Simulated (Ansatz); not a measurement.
# From the elastic tensor of Ti₈C₅ to moduli and sound speeds

The calculation used DFT PBEsol, scalar-relativistic, plane waves, PAW in Ansatz 0.2.0. Settings: 420 eV plane-wave cutoff, Γ-centred 6×6×6 mesh, Fermi-Dirac smearing of 0.15 eV. No spin polarisation.

Symmetry: R-3m, No. 166, trigonal system. Conventional cell: a = 6.075 Å, b = 6.075 Å, c = 14.747 Å, α = 90.00°, β = 90.00°, γ = 120.00°. Ti (site symmetry m) has 4 C at 2.09 to 2.14 Å as nearest neighbours. Ti (site symmetry 3m) has 3 C at 2.10 Å as nearest neighbours. C (site symmetry 2/m) has 6 Ti at 2.09 to 2.10 Å as nearest neighbours. Around C (site symmetry -3m) lie 6 Ti at 2.14 Å. C (site symmetry -3m) is surrounded by 6 Ti at 2.14 Å.

In a metal, frequencies and elastic constants depend on the k mesh and the smearing, soft modes and shear constants most.

Relaxed-ion constants (GPa, on the Cartesian axes of the calculation):
```
375.8  98.0  89.5   8.4   0.0   0.0
 98.0 375.8  89.5  -8.4   0.0   0.0
 89.4  89.4 315.6   0.0   0.0   0.0
  8.5  -8.5   0.0  98.7   0.0   0.0
  0.0   0.0   0.0   0.0  98.7   8.5
  0.0   0.0   0.0   0.0   8.4 138.9
```

Density 4.683 g/cm³; 13 atoms in 157.09 Å³.

The values that follow are for a polycrystal of randomly turned grains, by Hill's mean where one number stands.

- Bulk modulus, Voigt / Reuss / Hill: 180.1 / 178.7 / 179.4 GPa
- Shear modulus, Voigt / Reuss / Hill: 120.0 / 116.5 / 118.2 GPa
- Young's modulus: 291 GPa
- Poisson ratio: 0.230
- Pugh ratio B/G: 1.52 (under 1.75, the rule of thumb for brittle)
- Universal anisotropy index: 0.16
- Longitudinal and transverse sound speeds: 8484 and 5024 m/s
- Debye temperature from the mean sound speed: 722 K

Whether Ti8C5 exists in this form wasn't checked.

Cost: 1 run of about 25 core-minutes, on Arm Neoverse V2 (shared hosts).